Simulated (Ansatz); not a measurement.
**CaMg: do energies and stresses tell the same story?**

Level of theory: DFT r2SCAN, scalar-relativistic, plane waves, PAW (Ansatz).

Settings: cutoff 500 eV, Γ-centred mesh 8×12×8 on the computed 4-atom cell, Gaussian smearing of 0.10 eV; no spin polarisation.

Relaxed cell: Pmma, a = 5.631 Å, b = 3.951 Å, c = 5.630 Å, α = 90.00°, β = 90.00°, γ = 90.00°, 4 atoms in the primitive cell. Whether it is the stable form of this composition wasn't checked.

Energies at zero smearing and pressures from the stress tensor, at volumes with shape and atoms relaxed:
```csv
V (Å³/atom),E − E(first) (meV/atom),P (GPa)
29.439,0.00,1.85
30.379,-7.88,0.87
31.318,-10.37,0.01
32.258,-8.19,-0.73
33.197,-1.95,-1.37
```

Problem. Check P = −dE/dV between neighbouring volumes, and get the bulk modulus from the pressures alone.

Solution. With 1 eV/Å³ = 160.2 GPa:
| middle V (Å³/atom) | −ΔE/ΔV (GPa) | mean P (GPa) |
| --- | --- | --- |
| 29.909 | 1.343 | 1.360 |
| 30.848 | 0.426 | 0.440 |
| 31.788 | -0.372 | -0.358 |
| 32.727 | -1.064 | -1.051 |

The two differ by 0.02 GPa at most. The mean of two end pressures misses the average over a step by about ΔV² P″/12, up to 0.01 GPa here; with that taken off 0.01 GPa remains. Around V = 31.318 Å³/atom, the two neighbours give B = −V ΔP/ΔV = 31.318 × 1.60 / 1.879 = 26.6 GPa, against B0 = 26.5 GPa from the Birch–Murnaghan fit of the energies.

Cost: 6 runs of about 15 core-minutes in all, on Intel Xeon Platinum 8259CL (Skylake/Cascade Lake) (shared hosts).